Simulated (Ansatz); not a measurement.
A geometry of Ru away from equilibrium: step 3 of the relaxation of a relaxed Ru cell displaced along its unstable phonon at q = (½, ½, ½) of its primitive reciprocal cell (112i cm⁻¹), largest move 0.15 Å. These are r2SCAN (plane waves to 500 eV, PAW, scalar-relativistic; Ansatz, a program for electronic structure) values and carry that method's errors. Γ-centred k-mesh 13×13×13 on the run's cell (coarser than for final values), Fermi–Dirac smearing 0.05 eV.

```xyz
2
Lattice="4.9914 0.0000 0.0000 2.4957 2.4957 0.0000 2.4957 0.0000 2.5266" Properties=species:S:1:pos:R:3 pbc="T T T"
Ru     0.0000     0.0000    -0.0989
Ru     2.4957     0.0000     0.0989
```

Problem. Give the Cartesian forces on all atoms (eV/Å).

Solution. 
```csv
atom,Fx,Fy,Fz
Ru1,0.00,0.00,0.21
Ru2,0.00,0.00,-0.21
```

Problem. What is the pressure?

Solution. -0.5 GPa, compression positive.

No spin polarisation in the result.

The run could not lose the symmetry of its start: the end is stationary, and may be a saddle point rather than a minimum.

The end of the path is a generated cell of Ru: the first start was made by placing the elements on the sites of a structure type, and the end was not matched to a known phase here, so it may be hypothetical. Known forms of Ru include space group No. 194.
